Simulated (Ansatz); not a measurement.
GaAs (rock salt, Fm-3m) under volume change, plane-wave PAW PBEsol (Ansatz code), scaled uniformly.

```
V (Å³/atom)  E − E(relaxed) (meV/atom)     P (GPa)
-----------  -------------------------  ----------
16.971                      (withheld)  (withheld)
17.531                      (withheld)  (withheld)
18.090                             4.6        2.69
18.649                             0.0        0.01
19.209                             4.0       -2.24
19.768                            15.2       -4.13
20.328                            32.5       -5.74
```

**Question.** Fill in the missing entries.

**Answer.** 
- 16.971, E − E(relaxed) (meV/atom): 46.2
- 16.971, P (GPa): 9.62
- 17.531, E − E(relaxed) (meV/atom): 19.3
- 17.531, P (GPa): 5.86

**Question.** What does a third-order Birch–Murnaghan fit give for V₀, B₀ and B′?

**Answer.** V₀ = 18.65 Å³/atom, B₀ = 81.5 GPa, B′ = 4.7.

The start of the workflow was typed in or built on a structure type; neither database checked (COD, Materials Project) lists it. It is not the phase usual at ambient conditions (space group No. 216). The PBEsol relaxation kept the symmetry of its start; of distortions, only those at the zone centre were tested.

Potentials: the later of the program's two PAW sets.
